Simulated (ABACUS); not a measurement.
A self-consistent single point of InSe (P1, 4 atoms in the cell; from Materials Project mp-21405, changed as shown).

```yaml
crystal:
  lattice:
    - [5.82639, -2.05465, 0.00000]
    - [5.82639, 2.05465, 0.00000]
    - [-1.72323, 0.00000, 4.77135]
  atoms:
    - { symbol: In, position: [0.11092, 0.10836, 0.95621] }
    - { symbol: In, position: [0.87560, 0.89796, 0.04556] }
    - { symbol: Se, position: [0.34648, 0.33497, 0.32457] }
    - { symbol: Se, position: [0.66700, 0.65872, 0.67366] }
```

Computed with LDA (PW92), numerical atomic orbitals DZP (confined pseudo-atomic orbitals with Gaussian additions; energy shift 0.01 Ry), PseudoDojo 0.4 standard norm-conserving LDA (tails mended) pseudopotentials (ABACUS).

ABACUS settings:

```
setting                                                               value
---------------  ----------------------------------------------------------
basis                   DZP numerical atomic orbitals, energy shift 0.01 Ry
KPT                                                       Gamma 6 6 4 0 0 0
basis_type                                                             lcao
dft_functional                                                        PWLDA
ecutwfc                                                              100 Ry
smearing_method                                                          fd
smearing_sigma                                               0.000734986 Ry
potentials       PseudoDojo 0.4 standard norm-conserving LDA (tails mended)
symmetry                                                                  1
symmetry_prec                                                         1e-05
ks_solver                                                     scalapack_gvx
scf_nmax                                                                100
scf_thr                                                             1.0e-06
mixing_type                                                         broyden
```

Results:

| Property | Value |
|---|---|
| Number of valence electrons | 58 |
| Number of bands | 39 |
| Number of k-points after the program's reduction | 76 |
| Size of the basis | 100 |
| Number of SCF iterations | 9 |
| Free energy E − TS | -10201.4920 eV |
| Top of the valence band (on the code's own zero) | 7.26 eV |
| Gap on the k-point mesh | 1.16 eV |
| Pressure | -2.16 GPa |
| Largest force (vector length) | 0.446 eV/Å |

Forces (eV/Å):
```json
[
 {"atom": "In1", "Fx": "0.151", "Fy": "-0.042", "Fz": "-0.041"},
 {"atom": "In2", "Fx": "0.184", "Fy": "-0.334", "Fz": "-0.082"},
 {"atom": "Se3", "Fx": "-0.156", "Fy": "0.327", "Fz": "0.260"},
 {"atom": "Se4", "Fx": "-0.179", "Fy": "0.049", "Fz": "-0.137"}
]
```

Stress (GPa, positive for compression):
```
-2.58  -0.39   0.08
-0.39  -2.02   0.49
 0.08   0.49  -1.88
```

Gaps are taken between levels on the mesh.

For comparison: a first run was changed to give this one (atoms moved at random), and from it to this one the free energy goes up by 6.0 meV/atom, the pressure goes from -2.69 to -2.16 GPa, the largest force goes from under 0.1 to 0.45 eV/Å and the gap on the mesh goes from 1.092 to 1.163 eV.

The atom-centred basis is finite, which shifts total energies, pressures, gaps and forces against plane waves. The structure comes from a collection of computed structures, made at another level of theory; the collection holds predicted forms beside known ones.

Cost on one core: very roughly 21 core-seconds.

The atomic orbitals were generated for these runs; they are not ABACUS's published sets and were checked against plane waves on a few crystals only.

“Tails mended”: in these copies of the files the far tail of each local potential was reset to the Coulomb form.
